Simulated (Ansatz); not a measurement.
Ta (bcc, W type), conventional cell a = b = c = 3.305 Å, α = β = γ = 90.00°. The calculation uses the primitive cell of 1 atom, to which meshes and values per cell refer.

Equation-of-state scan: isotropic scaling of the cell above, V₀ being its volume. Symmetry pins the atoms to their sites.

Calculation: r2SCAN (plane waves to 500 eV, PAW, scalar-relativistic; Ansatz, a quantum-chemistry and plane-wave program). k mesh 21×21×21 (Γ-centred), Fermi-Dirac smearing 0.05 eV. The energy includes the smearing's −TS. Spin-orbit coupling is left out, though Ta is heavy. Ta is run without spin polarisation. Ta was relaxed with its symmetry unable to fall. The zero of ΔE is the relaxed starting cell. The last digit holds for this mesh only.

```
V (Å³/atom)  ΔE (meV/atom)
-----------  -------------
16.243               133.5
16.694                72.0
17.145                30.8
17.596                 7.5
18.048                 0.0
18.499                 6.5
18.950                25.7
19.401                56.0
19.852                96.5
```

Q: What is the fitted pressure derivative B₀′?

A: 3.7.

Q: What bulk modulus B₀ follows from a third-order Birch-Murnaghan fit?

A: 200 GPa. Check by three points about V = 18.048 Å³/atom, step 0.902: d²E/dV² ≈ (31 − 2·0 + 26) meV / 0.902² = 0.0700 eV/Å⁶, and V·d²E/dV² × 160.2 = 202 GPa.

(A scan under strain: stresses follow from slopes of the energy per volume, elastic moduli from its curvatures.)
